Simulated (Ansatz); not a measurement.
Al₃GaSb₄ (P3m1) at 3 levels of theory

One geometry, relaxed with PBE; plane waves with PAW potentials in Ansatz, scalar-relativistic unless the row names spin-orbit coupling. No spin polarisation but for the spin–orbit row. Gaps are the least over mesh and band path; pressure is positive in compression.

```cif
data_structure
_symmetry_space_group_name_H-M 'P 1'
_symmetry_Int_Tables_number 1
_cell_length_a 4.3867
_cell_length_b 4.3867
_cell_length_c 14.4493
_cell_angle_alpha 90.000
_cell_angle_beta 90.000
_cell_angle_gamma 120.000
_cell_volume 240.80
loop_
_atom_site_label
_atom_site_type_symbol
_atom_site_fract_x
_atom_site_fract_y
_atom_site_fract_z
_atom_site_occupancy
Al1 Al 0.00000 0.00000 0.25019 1
Al2 Al 0.66667 0.33333 0.99988 1
Al3 Al 0.66667 0.33333 0.50025 1
Ga1 Ga 0.00000 0.00000 0.75057 1
Sb1 Sb 0.00000 0.00000 0.43733 1
Sb2 Sb 0.00000 0.00000 0.93731 1
Sb3 Sb 0.66667 0.33333 0.18714 1
Sb4 Sb 0.66667 0.33333 0.68753 1
```

```
                       level  cutoff (eV)   k mesh  gap (eV)  pressure (GPa)
                         PBE          420  12×12×4      0.39             0.0
                      r2SCAN          500  12×12×4      0.73            -1.4
PBE with spin-orbit coupling          420  12×12×4      0.18             0.0
```

Spin-orbit coupling matters for the bands of heavy elements and enters only rows that name it.

The cell was found from a structure generator's guess, not taken from experiment.
